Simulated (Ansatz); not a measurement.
## Structure relaxation, HgTe

The start is a generated cell, HgTe built in the AFLOW prototype AB_hP12_194_af_bf (as in MoC). Cell shape, volume and atoms are optimised at zero target pressure with PBE (plane waves to 420 eV, PAW, scalar-relativistic; Ansatz, a first-principles code). First-step values are on the input's coarse k-mesh.

Ansatz input (later rounds restart from its end on a renewed k-mesh):
Ansatz 0.2 input:
```yaml
crystal:
  lattice:
    - [4.7180105, 0, 0]
    - [-2.3590052, 4.0859169, 0]
    - [0, 0, 22.9003763]
  atoms:
    - { symbol: Hg, position: [0, 0, 0.25] }
    - { symbol: Hg, position: [0, 0, 0.75] }
    - { symbol: Hg, position: [0.33333333, 0.66666667, 0.583] }
    - { symbol: Hg, position: [0.66666667, 0.33333333, 0.083] }
    - { symbol: Hg, position: [0.66666667, 0.33333333, 0.417] }
    - { symbol: Hg, position: [0.33333333, 0.66666667, 0.917] }
    - { symbol: Te, position: [0, 0, 0] }
    - { symbol: Te, position: [0, 0, 0.5] }
    - { symbol: Te, position: [0.33333333, 0.66666667, 0.166] }
    - { symbol: Te, position: [0.66666667, 0.33333333, 0.666] }
    - { symbol: Te, position: [0.66666667, 0.33333333, 0.834] }
    - { symbol: Te, position: [0.33333333, 0.66666667, 0.334] }
basis: { ecutwfc: 420, ecutrho_ratio: 4, xc_grid: 2, fft_grid_basis: typed }
kpoints: { mp_grid: { grid: [5, 5, 1] } }
hamiltonian:
  xc: pbe
  dispersion: none
  pseudopotentials: { azcp: { folder: ./paw }, kind: paw }
scf: { occupations: { method: fermi_dirac, width: 0.05 } }
relax: { f_tol: 0.01, max_steps: 100, cell: { stress_tol: 0.02 } }
output: { forces: true, stress: true }
```

Problem. How large is the pressure on the unrelaxed cell, and of which sign?

Solution. -5 GPa (negative: the cell is under tension).

Problem. Which atoms feel the largest initial force, and how large is it?

Solution. About 0.1 eV/Å, on Te9, Te10, Te11, Te12 (atoms numbered as listed).

Problem. By how much does the energy per atom fall from start to end?

Solution. 0.16 to 0.17 eV/atom (the two k-meshes of the run give this range).

Problem. How does the volume per atom move from start to end?

Solution. -20.5 %, from 36.79 to 29.25 Å³/atom.

Problem. How do the shortest distances between atoms change?

Solution. The closest pairs of elements (up to four, under 3.6 Å), start → end: Hg–Te 3.32 → 3.04 Å.

Problem. Is the relaxed structure metallic? Give its gap.

Solution. No gap (metallic).

Problem. Write out the relaxed structure.

Solution. 
Space group P6₃/mmc (No. 194); a = b = 4.3134 Å, c = 21.7849 Å, α = β = 90.00°, γ = 120.00°

| atom | site | symmetry | x | y | z |
|---|---|---|---|---|---|
| Hg | 2b | -6m2 | 0.0000 | 0.0000 | 0.2500 |
| Hg | 4f | 3m. | 0.6667 | 0.3333 | 0.0822 |
| Te | 2a | -3m. | 0.0000 | 0.0000 | 0.0000 |
| Te | 4f | 3m. | 0.3333 | 0.6667 | 0.1626 |

The space group stays P6₃/mmc (No. 194) (the run could not lower it); the end is AFLOW prototype AB_hP12_194_af_bf (as in MoC), with 12 atoms in the primitive cell. Final values are on a 10×10×2 k-mesh of the relaxed cell. No spin polarisation in the result.

The run could not lose the symmetry of its start: the end is stationary, and may be a saddle point rather than a minimum.

The relaxed structure here is a generated cell of HgTe: the first start was made by placing the elements on the sites of a structure type, and the end was not matched to a known phase here, so it may be hypothetical. Known forms of HgTe include space group No. 216.
